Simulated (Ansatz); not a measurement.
Crystals of one structure type (zinc blende) and one family of elements, relaxed and computed with LDA (plane waves, PAW; program Ansatz).

| crystal | V (Å³/atom) | B₀ by P(V) fit (GPa) |
|---|---|---|
| BN | 5.73 | 401 |
| AlN | 10.23 | 210 |
| GaN | 11.05 | 202 |
| BP | 11.32 | 176 |
| BAs | 13.24 | ? |
| AlP | 20.06 | 89.9 |
| AlAs | 22.29 | 75.4 |

Task: Fit a straight line to ln B₀ against ln V and predict the withheld value.

Result: Least squares on the 6 shown rows: ln B₀ = -1.23 × ln V + (8.182), with a scatter of 4.4 %. For BAs this gives 149. The run itself gave 147, a miss of 1.4 % of that.

All cells were relaxed under the symmetry of their starts (and spin orders); stability against distortions was not tested throughout. Scalar-relativistic: spin–orbit coupling is off unless named, which matters more the heavier the elements.

Potentials: the earlier of the program's two PAW sets. The files were generated under PBE; for other functionals the program regenerates the frozen cores, and for LDA and PBEsol the local potential too.
